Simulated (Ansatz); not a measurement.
**AlInSb2: computed property card**

AlInSb$_{2}$:
```
AlInSb2
1.0
    2.23994     1.29323     7.31276
   -2.23994     1.29323     7.31276
    0.00000    -2.58646     7.31276
Al In Sb
1 1 2
Direct
  0.99951   0.99951   0.99951
  0.50065   0.50065   0.50065
  0.12071   0.12071   0.12071
  0.62914   0.62914   0.62914
```

Space group R3m (No. 160); conventional cell a = b = 4.4799 Å, c = 21.9383 Å, α = β = 90.00°, γ = 120.00°.

Method: DFT-PBEsol in the program Ansatz with PAW potentials. Structure relaxed to zero pressure with the same functional. Other levels are named where they apply.

Cell and energy:

```yaml
volume_per_atom: 31.77 Å³
density: 5.03 g/cm³
Formation energy from the elements (no fitted shifts): -0.082 eV/atom
```

Electronic structure:

```yaml
band_gap: 0.41 eV (direct)
valence_band_maximum: at Γ
conduction_band_minimum: at Γ
electron_effective_mass: 0.028, 0.028, 0.051 mₑ (principal values)
Electron effective mass with spin–orbit coupling: 0.018, 0.018, 0.041 mₑ (principal values)
Hole effective mass, band 1 of 2 at the edge: 0.46 along x, 0.83 along z (mₑ)
Hole effective mass, band 2 of 2 at the edge: 0.026 along x, 0.83 along z (mₑ)
Hole effective mass with spin–orbit coupling: 0.023, 0.023, 0.78 mₑ (principal values)
HSE06 gap on the PBEsol cell: 1.18 eV
Gap with spin–orbit coupling: 0.18 eV
```

Mechanics:

```yaml
Bulk modulus (Birch–Murnaghan fit): 47.6 GPa
Pressure derivative B′: 4.7
Elastic constants (relaxed ions, GPa): C11 = 84.8, C12 = 31.5, C13 = 26.8, C14 = -6.9, C33 = 90.6, C44 = 21.7
mechanical_stability: stable (all eigenvalues of C positive)
hill_bulk_and_shear_moduli: 47.8 and 24.5 GPa
Young's modulus: 62.8 GPa
Poisson's ratio: 0.28
debye_temperature_from_the_elastic_constants: 231 K
Piezoelectric stress constants (proper, relaxed ions, C/m²): e15 = e24 = 0.10, e16 = e21 = e33 = -0.12, e22 = 0.12
```

Dielectric response:

```yaml
Electronic dielectric constant ε∞ (DFPT): 14.9 (xx = yy), 14.7 (zz)
Born charges (a third of the trace): Al +1.87, In +2.16, Sb -2.10 to -1.93 e
```

Phonons:

```yaml
Highest zone-centre frequency (without LO–TO term): 306 cm⁻¹
zone_centre_stability: no imaginary mode at Γ
```

The first step of the workflow began from a Materials Project structure, measured or hypothetical; the Crystallography Open Database copy checked does not list it. With Al and In taken as one species the cell has the higher symmetry F-43m, so it may be an ordered model of a mixed-site phase. Whether it is the stable phase at ambient conditions was not checked. Symmetry was held in the PBEsol relaxation. Signs of piezoelectric constants follow the polarity of the cell as given. The references are the lowest solids computed at this level, not always the standard phases. Spin–orbit coupling is left out wherever it is not named.

Potentials: the later of the program's two PAW sets.
